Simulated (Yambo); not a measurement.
MgS (rock salt, space group Fm-3m, No. 225), G0W0@PBEsol in Yambo with this input:

```
rim_cut
gw0
dyson
el_el_corr
HF_and_locXC
ppa
em1d
RandQpts= 1000000
RandGvec= 1 Ry
EXXRLvcs= 84 Ry
VXCRLvcs= 336 Ry
Chimod= "HARTREE"
% BndsRnXp
 5 | 80 |
%
NGsBlkXp= 10 Ry
% LongDrXp
 1.0 | 1.0 | 1.0 |
%
PPAPntXp= 27.2114 eV
% GbndRnge
 1 | 80 |
%
GTermKind= "BG"
DysSolver= "n"
ExtendOut
```

On a 6×6×6 mesh, with wavefunctions cut at 84 Ry, the gap (Γ → X) is 4.547 eV and the valence edge shifts by -1.148 eV.

What happens with this change: no terminator?

The gap falls by 0.049 eV, to 4.498 eV; the shift of the valence edge becomes -1.052 eV. Neither run is shown to be the converged limit.

Geometry relaxed with PBEsol; primitive cell a = 3.665 Å, b = 3.665 Å, c = 3.665 Å, α = 60.00°, β = 60.00°, γ = 60.00°.

A shift is the quasiparticle energy of the state minus its PBEsol energy.
